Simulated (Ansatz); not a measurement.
Relaxed MgO (rock salt):

```
CELL_PARAMETERS angstrom
      0.00000     4.25375     4.25375
      2.12687     0.00000     2.12687
      2.12687     2.12687     0.00000
ATOMIC_POSITIONS crystal
  O  0.00000 0.00000 0.00000
  O  0.50000 0.00000 0.00000
  Mg 0.25000 0.50000 0.50000
  Mg 0.75000 0.50000 0.50000
```

The atoms are displaced by Q × the pattern below (from a DFPT mode at L = (0.5, 0.0, 0.0), largest move 1; Q in Å), at fixed cell. It is one choice among 2 degenerate patterns. (q is in reciprocal vectors of the primitive cell; the cell shown is doubled to hold the pattern.)

```csv
atom,x,y,z
Mg3,-0.285,0.520,-0.805
Mg4,0.285,-0.520,0.805
```

Atoms not listed stay in place.

Computed with PBE (plane waves to 420 eV, PAW, scalar-relativistic; Ansatz, a quantum-chemistry and plane-wave program). k mesh 13×13×13 (Γ-centred), Fermi-Dirac smearing 0.05 eV. The energy includes the smearing's −TS. Stress and pressure are positive under compression. MgO was relaxed with its symmetry unable to fall. ΔE is measured from the undisplaced structure.

| Q (Å) | ΔE (meV/cell) | P (GPa) | −dE/dQ from forces (eV/Å) |
|---|---|---|---|
| -0.180 | 195.0 | 2.96 | 2.197 |
| -0.150 | 134.9 | 2.05 | 1.816 |
| -0.120 | 86.0 | 1.32 | 1.443 |
| -0.090 | 48.3 | 0.74 | 1.076 |
| -0.060 | 21.4 | 0.33 | 0.715 |
| -0.030 | 5.3 | 0.09 | 0.357 |
| 0.000 | 0.0 | 0.01 | 0.000 |
| 0.030 | 5.3 | 0.09 | -0.357 |
| 0.060 | 21.4 | 0.33 | -0.715 |
| 0.090 | 48.3 | 0.74 | -1.076 |
| 0.120 | 86.0 | 1.32 | -1.443 |
| 0.150 | 134.9 | 2.05 | -1.816 |
| 0.180 | 195.0 | 2.96 | -2.197 |

Summary:

```
Quantity                                                                                                              Value
-----------------------------------------------------------  --------------------------------------------------------------
Energy at Q = 0.180 Å                                                                                        195.0 meV/cell
Space group of the distorted cell                                                           P-1 (No. 2), lowered from Fm-3m
Symmetry of the curve                                                                         even: the same for both signs
Shape of the curve                                           a single well with its minimum at or next to zero displacement
Harmonic wavenumber from the curvature (finite differences)                                                        258 cm⁻¹
Wavenumber by perturbation theory (DFPT, on another k mesh)                                                        258 cm⁻¹
```

(For displaced atoms, the force is minus the slope of the energy, and its curvature is a force constant, which sets phonon frequencies.)
